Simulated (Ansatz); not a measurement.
A one-shot G0W0 calculation of BN (zincblende) with Ansatz, at the level G0W0@PBE with 64 empty bands, a screening cutoff of 180 eV and an 8×8×8 mesh, norm-conserving potentials. The geometry is the r2SCAN minimum.

input.yaml:
```yaml
crystal:
  lattice:
    - [0.0, 1.804825465, 1.804825465]
    - [1.804825465, 0.0, 1.804825465]
    - [1.804825465, 1.804825465, 0.0]
  atoms:
    - { symbol: B, position: [0.0, 0.0, 0.0] }
    - { symbol: "N", position: [0.25, 0.25, 0.25] }
kpoints:
  mp_grid: { grid: [8, 8, 8] }
hamiltonian:
  xc: pbe
  pseudopotentials: { kind: nc }
scf:
  occupations: { method: fixed }
gw:
  n_empty_bands: 64
  ecut_chi: 180
  qp_bands: [v2, c2]
  qp_kpoints: band_edges
  screening: { model: contour_deformation }
```

Wall time 2.1 min on 1 × NVIDIA H100 80GB HBM3 with 2 threads of AMD EPYC 7R13 Processor (Zen 3), on a shared host, load about 1.6 per core; peak host memory 1.1 GiB.

Abridged output:
```
Functional definition: PBE
Crystal: 2 atoms, lattice volume = 11.758 Å³
Basis set: ecut = 1240 eV, 1211 PW (Γ)
Bands: 8, of which v1, the nominal top of the filled ones, is band 4 counted from 1 (3 counted from 0)
Symmetry: 24 space group operations
Space group: F-43m (ITA 216)
k-points: 29 of 512 (time reversal used)
SCF iter   1: HF=-378.620667 eV  Δρ=1.52e-1  dr2=2.17e0
preconditioner: auto → none  [insulator: Δε(μ)=5.754 eV  ℏωp=30.6 eV]
SCF iter   2: HF=-378.001722 eV  Δρ=6.26e-2  dr2=2.61e-1
SCF iter   3: HF=-377.946536 eV  Δρ=2.27e-2  dr2=3.81e-2
SCF iter   4: HF=-377.942324 eV  Δρ=2.93e-3  dr2=3.84e-4
SCF iter   5: HF=-377.942488 eV  Δρ=3.33e-4  dr2=8.12e-6
SCF iter   6: HF=-377.942485 eV  Δρ=2.27e-5  dr2=1.58e-8
SCF 1 converged in 6 iterations: F = -377.942485 eV  dr2 = 1.58e-8
SCF converged after 6 iterations
Free energy (F): -377.942485 eV
Fermi energy:    11.236919 eV
--- G₀W₀: contour deformation, 6 samples at zero and on the imaginary axis and 2 off it, 512 q-points, 64 empty bands' worth ---
    ik  band        ε_KS         Σx   Σc(E_QP)       V_xc       Z   E_QP_lin       E_QP  E_QP is
     0     3     11.2369   -22.8730     2.5986   -19.2973  0.8257    10.2561    10.2599  root
     0     4     11.2369   -22.8730     2.5986   -19.2973  0.8257    10.2561    10.2599  root
     0     5     20.0886    -7.9423    -5.4999   -14.6789  0.8389    21.3325    21.3253  root
     0     6     20.0886    -7.9423    -5.4999   -14.6789  0.8389    21.3325    21.3253  root
     1     3     10.8549   -22.7074     2.6635   -19.0353  0.8251     9.8423     9.8464  root
     1     4     10.8549   -22.7074     2.6635   -19.0353  0.8251     9.8423     9.8464  root
     1     5     20.4682    -8.7702    -5.5334   -15.4503  0.8356    21.6213    21.6149  root
     1     6     20.6621    -8.0470    -5.6362   -14.9589  0.8357    21.9458    21.9378  root
     2     3     10.1041   -22.5664     2.8399   -18.6498  0.8233     9.0224     9.0274  root
     2     4     10.1041   -22.5664     2.8399   -18.6498  0.8233     9.0224     9.0274  root
     2     5     20.9385    -9.4879    -5.6130   -16.1682  0.8325    22.0115    22.0057  root
     2     6     21.6141    -7.9950    -5.8637   -15.1762  0.8313    22.9409    22.9315  root
     3     3      9.5060   -22.5730     3.0079   -18.4321  0.8214     8.3670     8.3730  root
     3     4      9.5060   -22.5730     3.0079   -18.4321  0.8214     8.3670     8.3730  root
     3     5     21.3105    -9.9535    -5.6593   -16.6330  0.8308    22.3360    22.3307  root
     3     6     21.9750    -7.7426    -5.8832   -14.9094  0.8320    23.2677    23.2585  root
     4     3      9.2888   -22.5947     3.0727   -18.3685  0.8207     8.1290     8.1353  root
     4     4      9.2888   -22.5947     3.0727   -18.3685  0.8207     8.1290     8.1353  root
     4     5     21.4491   -10.1281    -5.6725   -16.8038  0.8303    22.4575    22.4523  root
     4     6     21.9766    -7.6242    -5.8425   -14.7220  0.8335    23.2406    23.2320  root
     5     3     10.1202   -22.3706     2.7829   -18.5183  0.8239     9.0458     9.0508  root
     5     4     10.1202   -22.3706     2.7829   -18.5183  0.8239     9.0458     9.0508  root
     5     5     19.4175    -8.0936    -5.3480   -14.5426  0.8413    20.5238    20.5184  root
     5     6     21.6280    -8.3673    -5.8251   -15.5319  0.8305    22.9771    22.9674  root
    11     3      9.0850   -22.1080     2.9964   -17.9448  0.8214     7.9118     7.9183  root
    11     4     10.7950   -22.8085     2.7065   -19.0850  0.8247     9.7737     9.7780  root
    11     5     20.9308    -7.8379    -5.7780   -14.9144  0.8337    22.2379    22.2293  root
    11     6     21.0763    -8.8581    -5.6413   -15.6404  0.8328    22.2240    22.2173  root
    12     3      8.2126   -22.1584     3.2510   -17.6721  0.8180     6.9693     6.9773  root
    12     4      8.2126   -22.1584     3.2510   -17.6721  0.8180     6.9693     6.9773  root
    12     5     18.0585    -8.1449    -5.0710   -14.1230  0.8457    18.9690    18.9656  root
    12     6     22.8323    -8.5435    -5.8791   -15.4789  0.8287    23.8952    23.8886  root
    17     3      6.8094   -22.2215     3.6331   -17.2439  0.8119     5.4539     5.4648  root
    17     4      6.8094   -22.2215     3.6331   -17.2439  0.8119     5.4539     5.4648  root
    17     5     16.4519    -8.0433    -4.7490   -13.5140  0.8510    17.1755    17.1736  root
    17     6     21.0866    -7.8516    -5.3173   -14.0003  0.8460    21.9213    21.9180  root
  […]
```

The points are ik 0 = (0, 0, 0) (Γ), ik 1 = (0, 0, 1/8), ik 2 = (0, 0, 1/4), ik 3 = (0, 0, 3/8), ik 4 = (0, 0, -1/2), ik 5 = (0, 1/8, 1/8), ik 11 = (0, 1/8, -1/8), ik 12 = (0, 1/4, 1/4), ik 17 = (0, 3/8, 3/8), ik 20 = (0, -1/2, -1/2), ik 23 = (1/8, 1/4, -3/8); band 4 is the last filled one.

Over the mesh points the PBE gap of 4.47 eV becomes a quasiparticle gap of 6.10 eV (Γ to k = (0, -1/2, -1/2)), a change of +1.63 eV. Renormalisation factors Z lie between 0.81 and 0.85. The G0W0 figures hold for the stated bands, cutoff and mesh and aren't extrapolated.

The values are computed, spin-unpolarised, and not measurements.
